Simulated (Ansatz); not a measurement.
# Calculated with Ansatz: SiC, relaxation

The input file (Ansatz 0.2.0, plane waves):

```yaml
crystal:
  lattice:
    - [1.545646, 2.677134, 0.0]
    - [-1.545646, 2.677134, 0.0]
    - [0.0, 0.0, 5.073096]
  atoms:
    - { symbol: Si, position: [0.66667, 0.66666, 0.0] }
    - { symbol: Si, position: [0.33334, 0.33333, 0.5] }
    - { symbol: C, position: [0.66667, 0.66666, 0.375] }
    - { symbol: C, position: [0.33334, 0.33333, 0.875] }
  symmetry: { tolerance: 0.0003 }
kpoints:
  mp_grid: { grid: [9, 9, 5], shift: [0, 0, 0] }
magnetization:
  spin_polarized: false
scf:
  occupations: { method: fermi_dirac, width: 0.0202 }
  lower_state_search: "off"
hamiltonian:
  pseudopotentials: { kind: paw }
  xc: pbe
basis:
  ecutwfc: 420
  fft_grid_basis: typed
relax:
  max_steps: 60
  cell: { p_target: 20.0 }
  f_tol: 0.03
output:
  forces: true
  stress: true
  eigenvalues: true
  bader: true
  populations: true
  elf: true
  write_potential: true
  volumetric_format: npy
  dos:
    e_range: [-12, 8]
    de: 0.05
    projected: { site_lists: { C: [C], Si: [Si] } }
checkpoint:
  read: saved_state
```

The command:

```bash
ansatz run input.yaml --threads 2 --pin off --max-ram 3584MiB --backend cpu --events-out ev --progress --plain --runs-dir out
```

Origin of the cell: a database entry, scaled a little.

The saved state is a converged single point of the same cell.

Steps («new basis» is an SCF on plane waves selected anew at the same cell):

| step | ΔH (meV/atom) | max force component (eV/Å) | P (GPa) | volume (Å³) | SCF iterations | step was |
| --- | --- | --- | --- | --- | --- | --- |
| 1 | 0.0 | 0.075 | 0.14 | 41.98 | 4 | accepted |
| 2 | -46.2 | 0.053 | 12.11 | 39.93 | 5 | accepted |
| 3 | -53.8 | 0.015 | 20.89 | 38.68 | 5 | accepted |
| 4 | -53.8 | 0.053 | 20.34 | 38.76 | 4 | accepted |
| 5 | -53.9 | 0.006 | 20.01 | 38.80 | 4 | accepted |
| 6 | -53.9 | 0.000 | 20.00 | 38.80 | 3 | accepted |
| 7 | -52.9 | 0.000 | 19.80 | 38.80 | 5 | new basis |
| 8 | -52.9 | 0.000 | 20.00 | 38.78 | 3 | accepted |
| 9 | -52.9 | 0.000 | 20.00 | 38.78 | 5 | new basis |

Step 1, with forces in eV/Å:

```xyz
4
Lattice="1.546 2.677 0.000 -1.546 2.677 0.000 0.000 0.000 5.073" Properties=species:S:1:pos:R:3:forces:R:3 pbc="T T T" step=1
Si    0.000    3.570    0.000    0.000    0.000   -0.075
Si    0.000    1.785    2.537    0.000    0.000   -0.075
C     0.000    3.570    1.902    0.000    0.000    0.075
C     0.000    1.785    4.439    0.000    0.000    0.075
```

Step 2, with forces in eV/Å:

```xyz
4
Lattice="1.520 2.633 0.000 -1.520 2.633 0.000 0.000 0.000 4.987" Properties=species:S:1:pos:R:3:forces:R:3 pbc="T T T" step=2
Si    0.000    3.511   -0.001    0.000    0.000   -0.053
Si    0.000    1.756    2.493    0.000    0.000   -0.053
C     0.000    3.511    1.871    0.000    0.000    0.053
C     0.000    1.756    4.364    0.000    0.000    0.053
```

Step 3, with forces in eV/Å:

```xyz
4
Lattice="1.504 2.605 0.000 -1.504 2.605 0.000 0.000 0.000 4.935" Properties=species:S:1:pos:R:3:forces:R:3 pbc="T T T" step=3
Si    0.000    3.474   -0.002    0.000    0.000   -0.015
Si    0.000    1.737    2.466    0.000    0.000   -0.015
C     0.000    3.474    1.852    0.000    0.000    0.015
C     0.000    1.737    4.320    0.000    0.000    0.015
```

Step 4, with forces in eV/Å:

```xyz
4
Lattice="1.506 2.608 0.000 -1.506 2.608 0.000 0.000 0.000 4.933" Properties=species:S:1:pos:R:3:forces:R:3 pbc="T T T" step=4
Si    0.000    3.478   -0.004    0.000    0.000    0.053
Si    0.000    1.739    2.463    0.000    0.000    0.053
C     0.000    3.478    1.854    0.000    0.000   -0.053
C     0.000    1.739    4.320    0.000    0.000   -0.053
```

Step 7, with forces in eV/Å:

```xyz
4
Lattice="1.506 2.608 0.000 -1.506 2.608 0.000 0.000 0.000 4.939" Properties=species:S:1:pos:R:3:forces:R:3 pbc="T T T" step=7
Si    0.000    3.478   -0.002    0.000    0.000    0.000
Si    0.000    1.739    2.468    0.000    0.000    0.000
C     0.000    3.478    1.854    0.000    0.000    0.000
C     0.000    1.739    4.324    0.000    0.000    0.000
```

Step 9, with forces in eV/Å:

```xyz
4
Lattice="1.506 2.608 0.000 -1.506 2.608 0.000 0.000 0.000 4.938" Properties=species:S:1:pos:R:3:forces:R:3 pbc="T T T" step=9
Si    0.000    3.477   -0.002    0.000    0.000    0.000
Si    0.000    1.739    2.467    0.000    0.000    0.000
C     0.000    3.477    1.854    0.000    0.000    0.000
C     0.000    1.739    4.323    0.000    0.000    0.000
```

```
Enthalpy lowered by     : 52.9 meV/atom
Volume change           : -7.64 %
Final pressure          : 20.00 GPa
Relaxation steps listed : 9
```

Caveats: the relaxation held the start's symmetry, so the end may be a saddle point.

It ran for 31 s on 2 threads of Arm Neoverse V1 (shared host), peak memory 0.32 GiB, from a saved density.
